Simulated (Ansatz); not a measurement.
CaF2 (fluorite)

```yaml
crystal:
  lattice:
    - [0.00000, 2.71960, 2.71960]
    - [2.71960, 0.00000, 2.71960]
    - [2.71960, 2.71960, 0.00000]
  atoms:
    - { symbol: Ca, position: [0.00000, 0.00000, 0.00000] }
    - { symbol: F, position: [0.25000, 0.25000, 0.25000] }
    - { symbol: F, position: [0.75000, 0.75000, 0.75000] }
```

The slice is a {110} plane (indices of the conventional cell) through the point (0.250, 0.250, 0.250) (fractional), spanned by u = [100] and v = [1 -1 -1] in vectors of this cell: u (3.85 Å) and v (5.44 Å, at 90° to u). It covers one period; positions are fractions (u, v).

Method: r2SCAN (plane waves to 500 eV, PAW, scalar-relativistic; Ansatz, a quantum-chemistry and plane-wave program). k mesh 11×11×11. These are valence fields of a PAW run, semicore shells included where kept as valence: close to a nucleus they are smooth pseudo fields. CaF2 was relaxed with its symmetry unable to fall.

Three fields on this plane, each scaled to ten steps between its own extremes (0 low, 9 high; the total valence density on a logarithmic scale, the potential cut 8 eV below its top; x marks points blanked near nuclei; v = 0 in the bottom row):

Map A
```
|xxxxx50000005xxxx|
|xxxx9410000149xxx|
|xxxx7300000037xxx|
|xx86310000001368x|
|22110000000000112|
|00000000000000000|
|22110000000000112|
|xx86310000001368x|
|xxxx7300000037xxx|
|xxxx9410000149xxx|
|xxxxx50000005xxxx|
|xxxxx40000004xxxx|
|xxxxx10122101xxxx|
|xxxx302xxxx203xxx|
|xxxx02xxxxxx21xxx|
|xx611xxxxxxxx116x|
|22103xxxxxxxx3012|
|00005xxxxxxxx5000|
|22103xxxxxxxx3012|
|xx611xxxxxxxx116x|
|xxxx12xxxxxx20xxx|
|xxxx302xxxx203xxx|
|xxxxx10122101xxxx|
|xxxxx40000004xxxx|
```

Map B
```
|xxxxx98777789xxxx|
|xxxx9998888999xxx|
|xxxx9999999999xxx|
|xx99999999999999x|
|99999999999999999|
|99999999999999999|
|99999999999999999|
|xx99999999999999x|
|xxxx9999999999xxx|
|xxxx9998888999xxx|
|xxxxx98777789xxxx|
|xxxxx86544568xxxx|
|xxxxx53100135xxxx|
|xxxx520xxxx025xxx|
|xxxx30xxxxxx03xxx|
|xx750xxxxxxxx057x|
|98730xxxxxxxx0378|
|98630xxxxxxxx0368|
|98730xxxxxxxx0378|
|xx750xxxxxxxx057x|
|xxxx30xxxxxx03xxx|
|xxxx520xxxx025xxx|
|xxxxx53100135xxxx|
|xxxxx86544568xxxx|
```

Map C
```
|xxxxx75333357xxxx|
|xxxx9643223469xxx|
|xxxx7532112357xxx|
|xx97642100124679x|
|87754310000134577|
|66553210000123556|
|87754310000134577|
|xx97642100124679x|
|xxxx7532112357xxx|
|xxxx9643223469xxx|
|xxxxx75333357xxxx|
|xxxxx86555568xxxx|
|xxxxx87777778xxxx|
|xxxx989xxxx989xxx|
|xxxx99xxxxxx99xxx|
|xx989xxxxxxxx989x|
|87779xxxxxxxx9777|
|66679xxxxxxxx9766|
|87779xxxxxxxx9777|
|xx989xxxxxxxx989x|
|xxxx99xxxxxx99xxx|
|xxxx989xxxx989xxx|
|xxxxx87777778xxxx|
|xxxxx86555568xxxx|
```

**Question.** Assign the maps to these fields: electron localisation function (ELF); valence electron density; electrostatic potential energy of an electron, from the cell's mean.

**Answer.** A is the electron localisation function (ELF); B is the electrostatic potential energy of an electron, from the cell's mean; C is the valence electron density.
